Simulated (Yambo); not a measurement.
G0W0@LDA for Ba₂H₃I (space group P-3m1, No. 164) in Yambo. Reference settings: 3×3×2 Γ-centred k mesh, 256 bands and a 8 Ry block in the screening, 256 bands in G with the Bruneval-Gonze terminator, plasmon pole fitted at 27.2 eV. The LDA gap A → (0, 0.333, -0.5) on this mesh is 2.31 eV; G0W0 gaps are taken between the same points.

Gap (A → (0, 0.333, -0.5)) in eV against the number of bands and the screening block, terminator on:

```tsv
bands (W and G)	2 Ry	3 Ry	5 Ry	6 Ry	8 Ry
51	3.822	3.782	3.802	3.803	3.806
86	3.655	3.683	3.757	3.774	3.787
135	3.626	3.664	3.777	3.809	3.837
195	3.615	3.650	3.777	3.819	3.859
256	3.613	3.644	3.775	3.820	3.871
```

Rough cost of the Yambo step against the reference (shared machines):

```json
[
 {"bands (W and G)": "51", "2 Ry": "1/9", "3 Ry": "1/6", "5 Ry": "1/6", "6 Ry": "1/6", "8 Ry": "1/4"},
 {"bands (W and G)": "86", "2 Ry": "1/5", "3 Ry": "1/5", "5 Ry": "1/4", "6 Ry": "1/3", "8 Ry": "1/3"},
 {"bands (W and G)": "135", "2 Ry": "1/4", "3 Ry": "1/3", "5 Ry": "1/3", "6 Ry": "1/2", "8 Ry": "~1"},
 {"bands (W and G)": "195", "2 Ry": "1/3", "3 Ry": "1/3", "5 Ry": "1/2", "6 Ry": "~1", "8 Ry": "~1"},
 {"bands (W and G)": "256", "2 Ry": "1/2", "3 Ry": "1/2", "5 Ry": "~1", "6 Ry": "~1", "8 Ry": "1"}
]
```

At the largest block the last step in bands moves the gap by 0.012 eV; at the most bands the last step in the block moves it by 0.051 eV.

The mesh misses a band edge: along a dense path the LDA gap is 2.02 eV against 2.31 eV on the mesh.

Without spin-orbit coupling, band edges of such heavy elements can be off by tenths of an eV.

Geometry of the Materials Project entry, not relaxed at this level; primitive cell a = b = 4.5364 Å, c = 8.1196 Å, α = β = 90.00°, γ = 120.00°.

The structure is a Materials Project entry; no match was found in the copy of COD used, and its stability was not checked.
